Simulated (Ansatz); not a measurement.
LiF:
```xyz
4
Lattice="3.2958 0.0000 0.0000 -1.6479 2.8543 0.0000 0.0000 0.0000 4.0141" Properties=species:S:1:pos:R:3 pbc="T T T"
Li     0.0000     1.9028     3.0106
F      1.6479     0.9514     3.0106
F      0.0000     1.9028     1.0035
Li     1.6479     0.9514     1.0035
```

Relaxed with PBEsol.

Task: Decompose the optical modes at the zone centre into irreducible representations, and say which are infrared and Raman allowed.

Result: Point group 6/mmm: Γ_opt = A2u + 2B1g + E1u + 2E2g. Infrared: A2u, E1u. Raman: E2g.

Task: Assign frequencies (DFPT, plane-wave PAW PBEsol (Ansatz code); without the LO–TO term).

Result: E2g 239, A2u 260, B1g 344, E1u 425, B1g 428, E2g 431 cm⁻¹.

Subscripts of B labels follow the axes of the standard setting.

Space group P6_3/mmc. The start of the workflow was typed in or built on a structure type; neither database checked (COD, Materials Project) lists it. It is not the phase usual at ambient conditions (space group No. 225). Symmetry was held in the PBEsol relaxation; its stability against distortions is not shown here.

Potentials: the earlier of the program's two PAW sets. The files were generated under PBE; for other functionals the program regenerates the frozen cores, and for LDA and PBEsol the local potential too.
